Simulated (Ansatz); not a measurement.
Input:

ScAl$_{3}$ in space group I4/mmm (No. 139; Sc on 2a, Al on 4d, Al on 2b), a = b = 3.9913 Å, c = 8.7390 Å, α = β = γ = 90.00°; the cell used has 4 atoms.

This is the PBEsol-relaxed structure.

### Question
All from DFT-PBEsol in the program Ansatz with PAW potentials, unless another level is named. Give the highest zone-centre frequency.

### Answer
326 cm⁻¹.

### Question
Predict the bulk modulus (Birch–Murnaghan fit).

### Answer
87.1 GPa.

The workflow started from a Materials Project entry (that database holds measured and hypothetical structures alike); the Crystallography Open Database copy checked does not list it. Its standing as an ambient phase is unchecked. The PBEsol relaxation kept the symmetry of its start; whether a distortion lowers the energy is not shown. The run is not spin-polarised. As this level gives no gap, phonon frequencies hold no LO–TO term and depend on the k-mesh and smearing (Fermi–Dirac, 0.1 eV here). Axis ratios of metals converge slowly with the k-mesh, so a and c are less sure than the volume.

Potentials: the later of the program's two PAW sets.
